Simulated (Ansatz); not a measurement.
# Mn₃O₄: input and output of an SCF run

The cell (14 atoms) is Mn₃O₄ as an experimental structure (space group I4_1/amd). Source: COD entry 1514121; the sample's temperature and pressure aren't taken into account, and it need not be the stable phase.

Level of theory: DFT, r2SCAN, PAW, plane waves, scalar-relativistic (Ansatz).

Input file:

```yaml
crystal:
  lattice:
    - [-2.8787, 2.8787, 4.71195]
    - [2.8787, -2.8787, 4.71195]
    - [2.8787, 2.8787, -4.71195]
  atoms:
    - { symbol: Mn, position: [0.0, 0.0, 0.0], spin: 4.5 }
    - { symbol: Mn, position: [0.75, 0.25, 0.5], spin: 4.5 }
    - { symbol: Mn, position: [0.875, 0.625, 0.25], spin: 4.5 }
    - { symbol: Mn, position: [0.375, 0.625, 0.25], spin: 4.5 }
    - { symbol: Mn, position: [0.375, 0.625, 0.75], spin: 4.5 }
    - { symbol: Mn, position: [0.375, 0.125, 0.75], spin: 4.5 }
    - { symbol: O, position: [0.6069, 0.384, 0.2229] }
    - { symbol: O, position: [0.134, 0.4111, 0.2771] }
    - { symbol: O, position: [0.1611, 0.384, 0.7771] }
    - { symbol: O, position: [0.134, 0.8569, 0.7229] }
    - { symbol: O, position: [0.1431, 0.866, 0.2771] }
    - { symbol: O, position: [0.616, 0.3931, 0.7771] }
    - { symbol: O, position: [0.5889, 0.866, 0.7229] }
    - { symbol: O, position: [0.616, 0.8389, 0.2229] }
magnetization:
  spin_polarized: true
hamiltonian:
  xc: r2scan
  pseudopotentials: { kind: paw }
basis:
  ecutwfc: 500
kpoints:
  mp_grid: { grid: [3, 3, 4] }
scf:
  occupations: { method: gaussian, width: 0.05 }
  lower_state_search: "off"
  algorithm: density_mixing
  max_iter: 100
  mixing: { algorithm: anderson, ndim: 1, beta: 0.2, preconditioner: kerker }
output:
  forces: true
  stress: true
```

The run was started with:
```sh
ansatz run input.yaml --threads 2 --pin off --max-ram 5120MiB --backend cpu --events-out ev --progress --plain --runs-dir out
```

Output (shortened):

```
Warning: crystal.symmetry: narrowed to the stabiliser of the k-point mesh — unitary ops 16 → 4; excluded 12 operations that carry a point of the 3×3×4 mesh (shift [0, 0, 0]) off the mesh (the run samples exactly the mesh kpoints.mp_grid names, as under crystal.symmetry.detect: false, and its converged state has the mesh's symmetry, not the crystal's; [...]
Pseudopotentials: kind: paw
Pseudopotential: Mn, paw, valence charge 15, recommended cutoff 500 eV (meta_gga), Mn.paw.azcp
Pseudopotential: O, paw, valence charge 6, recommended cutoff 500 eV (meta_gga), O.paw.azcp
Functional definition: r2SCAN
Crystal: 14 atoms, lattice volume = 156.190 Å³
Basis set: ecut = 500 eV, 3993 PW (Γ), exchange–correlation on 192×192×192 points (64 copies of the dense FFT grid, shifted against one another)
Bands: 99, of which v1, the nominal top of the filled ones, is band 69 counted from 1 (68 counted from 0)
Symmetry: 4 space group operations
k-points: 14 of 36
Non-local potential: Mn, projectors of the file, l = 0: 3, l = 1: 2, l = 2: 3, l = 3: 1
Non-local potential: O, projectors of the file, l = 0: 2, l = 1: 2, l = 2: 1
PAW frozen core: Mn, regenerated for the run's functional (the file was generated under x = pbe(κ = 0.804, μ = 0.2195149727645171), c = pbe(β = 0.06672455060314922))
PAW frozen core: O, regenerated for the run's functional (the file was generated under x = pbe(κ = 0.804, μ = 0.2195149727645171), c = pbe(β = 0.06672455060314922))
Initial density: superposition of atomic densities (chi_scale 0.1, normalization cell, long waves kept (reshape's long-wave potential 0.02 eV rms))
Starting moments: Σ|m| = 27 μB on 6 of 14 sites
Initial wavefunctions: pseudopotential atomic-orbital guess
Functional: x = r2scan, c = r2scan; τ floored in thin density (d = 2e-4 eV/Å³)
spin=Collinear: Kerker preconditioning applied to the charge; magnetization (m = ρ↑ − ρ↓) channel mixes plain (no charge-response kernel on spin).
SCF iter   1: F=-27955.322328 eV  HF=-27985.362015 eV  |F-HF|=3.00e1  |Δ(HF+E_count)|=         —  Δρ=1.01e-1 (↑1.01e-1 ↓7.28e-2)  dr2=3.58e1  dr2_τ=1.12e-1  dr2_m=1.50e0  M=25.919 μB ∫|m|=26.080 μB  β_m=0.20  ethr=3.10e-3  ⟨swp⟩=5.8  Hψ=9466  notcnv=0  defer=11
SCF iter   2: F=-27974.151103 eV  HF=-27980.788958 eV  |F-HF|=6.64e0  |Δ(HF+E_count)|=    4.57e0  Δρ=6.73e-2 (↑6.73e-2 ↓3.50e-2)  dr2=1.12e1  dr2_τ=1.55e-1  dr2_m=1.22e0  M=26.000 μB ∫|m|=26.286 μB  β_m=0.80  ethr=3.10e-3  ⟨swp⟩=2.9  Hψ=5330  notcnv=0  defer=334
Mixer restart at iter 2: flushing history
spin-set hold released at iteration 2 (the charge has settled, or the pull on large starting moments outlasts its swing): the magnetisation degrees of freedom join the quasi-Newton model from the next iteration; the mixer history was flushed
SCF iter   3: F=-27977.963360 eV  HF=-27980.128886 eV  |F-HF|=2.17e0  |Δ(HF+E_count)|=   6.60e-1  Δρ=3.53e-2 (↑3.53e-2 ↓2.91e-2)  dr2=5.56e0  dr2_τ=6.88e-2  dr2_m=1.17e-1  M=26.000 μB ∫|m|=26.231 μB  β_m=0.80  ethr=3.10e-3  ⟨swp⟩=2.2  Hψ=3597  notcnv=0  defer=338
SCF iter   4: F=-27979.227955 eV  HF=-27979.899718 eV  |F-HF|=6.72e-1  |Δ(HF+E_count)|=   2.29e-1  Δρ=2.41e-2 (↑2.41e-2 ↓2.38e-2)  dr2=3.31e0  dr2_τ=3.78e-2  dr2_m=2.53e-2  M=26.000 μB ∫|m|=26.192 μB  β_m=0.80  ethr=3.10e-3  ⟨swp⟩=2.0  Hψ=3184  notcnv=0  defer=337
SCF iter   5: F=-27979.756954 eV  HF=-27979.956544 eV  |F-HF|=2.00e-1  |Δ(HF+E_count)|=   5.68e-2  Δρ=1.93e-2 (↑1.89e-2 ↓1.93e-2)  dr2=2.18e0  dr2_τ=2.24e-2  dr2_m=9.19e-3  M=26.000 μB ∫|m|=26.170 μB  β_m=0.80  ethr=2.40e-3  ⟨swp⟩=2.0  Hψ=3266  notcnv=0  defer=339
SCF iter   6: F=-27980.022253 eV  HF=-27980.069774 eV  |F-HF|=4.75e-2  |Δ(HF+E_count)|=   1.13e-1  Δρ=1.59e-2 (↑1.55e-2 ↓1.59e-2)  dr2=1.53e0  dr2_τ=1.42e-2  dr2_m=4.03e-3  M=26.000 μB ∫|m|=26.156 μB  β_m=0.80  ethr=1.58e-3  ⟨swp⟩=1.5  Hψ=2959  notcnv=0  defer=345
SCF iter   7: F=-27980.173946 eV  HF=-27980.175028 eV  |F-HF|=1.08e-3  |Δ(HF+E_count)|=   1.05e-1  Δρ=1.33e-2 (↑1.31e-2 ↓1.33e-2)  dr2=1.11e0  dr2_τ=9.57e-3  dr2_m=1.98e-3  M=26.000 μB ∫|m|=26.146 μB  β_m=0.80  ethr=1.11e-3  ⟨swp⟩=1.5  Hψ=3040  notcnv=0  defer=348
SCF iter   8: F=-27980.270323 eV  HF=-27980.258045 eV  |F-HF|=1.23e-2  |Δ(HF+E_count)|=   8.30e-2  Δρ=1.13e-2 (↑1.12e-2 ↓1.13e-2)  dr2=8.23e-1  dr2_τ=6.69e-3  dr2_m=1.10e-3  M=26.000 μB ∫|m|=26.138 μB  β_m=0.80  ethr=8.04e-4  ⟨swp⟩=1.5  Hψ=3039  notcnv=0  defer=351
[... 76 iterations left out ...]
SCF iter  85: F=-27980.498953 eV  HF=-27980.498953 eV  |F-HF|=2.12e-7  |Δ(HF+E_count)|=   1.11e-8  Δρ=4.73e-6 (↑4.72e-6 ↓4.73e-6)  dr2=4.36e-7  dr2_τ=9.65e-10  dr2_m=1.48e-11  M=26.000 μB ∫|m|=26.098 μB  β_m=0.80  ethr=3.75e-10  ⟨swp⟩=1.0  Hψ=2422  notcnv=0  defer=346
SCF iter  86: F=-27980.498953 eV  HF=-27980.498953 eV  |F-HF|=1.79e-7  |Δ(HF+E_count)|=   9.44e-9  Δρ=4.33e-6 (↑4.33e-6 ↓4.33e-6)  dr2=3.68e-7  dr2_τ=8.11e-10  dr2_m=1.24e-11  M=26.000 μB ∫|m|=26.098 μB  β_m=0.80  ethr=3.16e-10  ⟨swp⟩=1.0  Hψ=2422  notcnv=0  defer=346
SCF iter  87: F=-27980.498953 eV  HF=-27980.498953 eV  |F-HF|=1.52e-7  |Δ(HF+E_count)|=   8.02e-9  Δρ=3.98e-6 (↑3.97e-6 ↓3.98e-6)  dr2=3.10e-7  dr2_τ=6.81e-10  dr2_m=1.03e-11  M=26.000 μB ∫|m|=26.098 μB  β_m=0.80  ethr=2.66e-10  ⟨swp⟩=1.0  Hψ=2422  notcnv=0  defer=346
SCF iter  88: F=-27980.498953 eV  HF=-27980.498953 eV  |F-HF|=1.28e-7  |Δ(HF+E_count)|=   6.92e-9  Δρ=3.65e-6 (↑3.65e-6 ↓3.65e-6)  dr2=2.62e-7  dr2_τ=5.73e-10  dr2_m=8.81e-12  M=26.000 μB ∫|m|=26.098 μB  β_m=0.80  ethr=2.25e-10  ⟨swp⟩=1.0  Hψ=2422  notcnv=0  defer=346
SCF iter  89: F=-27980.498953 eV  HF=-27980.498953 eV  |F-HF|=1.08e-7  |Δ(HF+E_count)|=   5.79e-9  Δρ=3.35e-6 (↑3.34e-6 ↓3.35e-6)  dr2=2.21e-7  dr2_τ=4.82e-10  dr2_m=7.34e-12  M=26.000 μB ∫|m|=26.098 μB  β_m=0.80  ethr=1.90e-10  ⟨swp⟩=1.0  Hψ=2422  notcnv=0  defer=346
SCF iter  90: F=-27980.498953 eV  HF=-27980.498953 eV  |F-HF|=9.17e-8  |Δ(HF+E_count)|=   4.91e-9  Δρ=3.07e-6 (↑3.07e-6 ↓3.07e-6)  dr2=1.86e-7  dr2_τ=4.05e-10  dr2_m=6.15e-12  M=26.000 μB ∫|m|=26.098 μB  β_m=0.80  ethr=1.60e-10  ⟨swp⟩=1.0  Hψ=2422  notcnv=0  defer=346
SCF iter  91: F=-27980.498953 eV  HF=-27980.498953 eV  |F-HF|=7.76e-8  |Δ(HF+E_count)|=   4.16e-9  Δρ=2.82e-6 (↑2.82e-6 ↓2.82e-6)  dr2=1.57e-7  dr2_τ=3.41e-10  dr2_m=5.16e-12  M=26.000 μB ∫|m|=26.098 μB  β_m=0.80  ethr=1.35e-10  ⟨swp⟩=1.0  Hψ=2422  notcnv=0  defer=346
SCF iter  92: F=-27980.498953 eV  HF=-27980.498953 eV  |F-HF|=6.56e-8  |Δ(HF+E_count)|=   3.53e-9  Δρ=2.58e-6 (↑2.58e-6 ↓2.58e-6)  dr2=1.33e-7  dr2_τ=2.87e-10  dr2_m=4.33e-12  M=26.000 μB ∫|m|=26.098 μB  β_m=0.80  ethr=1.14e-10  ⟨swp⟩=1.0  Hψ=2422  notcnv=0  defer=346
SCF iter  93: F=-27980.498953 eV  HF=-27980.498953 eV  |F-HF|=5.55e-8  |Δ(HF+E_count)|=   3.00e-9  Δρ=2.37e-6 (↑2.37e-6 ↓2.37e-6)  dr2=1.12e-7  dr2_τ=2.41e-10  dr2_m=3.64e-12  M=26.000 μB ∫|m|=26.098 μB  β_m=0.80  ethr=9.61e-11  ⟨swp⟩=1.0  Hψ=2422  notcnv=0  defer=346
SCF iter  94: F=-27980.498953 eV  HF=-27980.498953 eV  |F-HF|=4.68e-8  |Δ(HF+E_count)|=   2.52e-9  Δρ=2.18e-6 (↑2.18e-6 ↓2.18e-6)  dr2=9.43e-8  dr2_τ=2.03e-10  dr2_m=3.05e-12  M=26.000 μB ∫|m|=26.098 μB  ethr=7.25e-11  ⟨swp⟩=2.0  Hψ=4648  notcnv=0
SCF 1 converged in 94 iterations: F = -27980.498953 eV  dr2 = 9.43e-8
  greatest PAW one-centre occupation: 1.005 electrons in one spin orbital (limit 2), on the Mn atom at site 1 (counted from 0), in its partial waves of l = 1
this state was not tested for a lower state beside it, because the mixer in use, unlike msr1, does not test its closes by its own steps (another_mixer; see scf.mixing.algorithm and scf.lower_state_search)
SCF converged after 94 iterations
Magnetization: 26.0000 μB (82.0000 up, 56.0000 down)
Absolute magnetization: 26.1029 μB (∫|ρ↑−ρ↓|, with the PAW one-centre terms)
Spin contamination: 0.1609 ħ² per cell (⟨S²⟩ above its minimum at these occupations)
Per-site moments (μB) at R_I (Å): [(3.9812, 0.8393), (3.9812, 0.8393), (3.3603, 0.7962), (3.3602, 0.7962), (3.3602, 0.7962), (3.3603, 0.7962), (0.1069, 0.7962), (0.1070, 0.7962), (0.1070, 0.7962), (0.1069, 0.7962), (0.1069, 0.7962), (0.1069, 0.7962), (0.1070, 0.7962), (0.1070, 0.7962)]
Free energy (F): -27980.498953 eV
Harris-Foulkes:  -27980.498953 eV  (|F-HF|=4.68e-8)
Internal energy: -27980.498953 eV  (E = F + TS)
E sigma→0 (E₀):  -27980.498953 eV
Fermi energy:    11.317023 eV
--- Per-component energies (eV) ---
  E_band       = -1912.998733
  E_kinetic    = 3199.867830
  E_local      = -15895.430234  (includes V_loc(G=0)·N_el)
  E_nonlocal   = 1883.329003
  E_hartree    = 6392.344223
  E_xc         = -1234.327129
  E_vxc        = -1796.456039  (∫ρ·V_xc dr)
  E_paw        = -9162.814344  (= ΣΔE_a)
  E_vpaw       = -2208.053001  (= ΣTr[D̂ρ^β])
  E_aug_tail   = 0.007984  (compensation charges beyond the density's cutoff)
  E_vtau       = 119.062533  (kinetic-family band-sum trace: ∫τ·v_τ [+ j·A + Jᵃ·Aᵃ] dr)
  E_ewald      = -13161.522500
  E_core_change = -1.953786  (= ΣΔE_core)
  E_smearing   = -0.000000  (= −TS)
  E_closure    = -0.000000  (closes the sum)
  Σ components = -27980.498953   (vs F -27980.498953, Δ=0.00e0)
--- Forces (eV/Å), atoms counted from 1 ---
  atom   1  Mn    -0.00002730     0.00002730     0.00000000
  atom   2  Mn     0.00002730    -0.00002730     0.00000000
  atom   3  Mn     0.00000000     0.00000000     0.00000000
  atom   4  Mn     0.00000000     0.00000000     0.00000000
  atom   5  Mn     0.00000000    -0.00000000     0.00000000
  atom   6  Mn     0.00000000    -0.00000000     0.00000000
  atom   7  O     -0.00026443     0.21087848    -0.16164818
  atom   8  O     -0.21059687     0.00053742    -0.16149768
  atom   9  O      0.00053742    -0.21059687    -0.16149768
  atom  10  O      0.21087848    -0.00026443    -0.16164818
  atom  11  O      0.00026443    -0.21087848     0.16164818
  atom  12  O     -0.21087848     0.00026443     0.16164818
  atom  13  O     -0.00053742     0.21059687     0.16149768
  atom  14  O      0.21059687    -0.00053742     0.16149768
  max |Σ_I F_I| component: 8.67e-18 eV/Å
--- Stress (GPa, compression-positive) ---
        2.358071       0.000014       0.000030
        0.000014       2.358071       0.000030
        0.000030       0.000030       1.680956
  P = ⅓ Tr σ = 2.1324 GPa (21.324 kbar)
```

A semilocal functional without U tends to delocalise d and f electrons, and can give a metal where the real compound is an insulator. Gaps of semilocal functionals run low against measured ones. Only one magnetic start was run, with no search, so the state need not be the lowest. The mesh has less symmetry than the lattice, which lowers the symmetry of the run.

The run took 2.9 min on 2 threads of Arm Neoverse V2, on a shared host, peak memory 1.1 GiB.
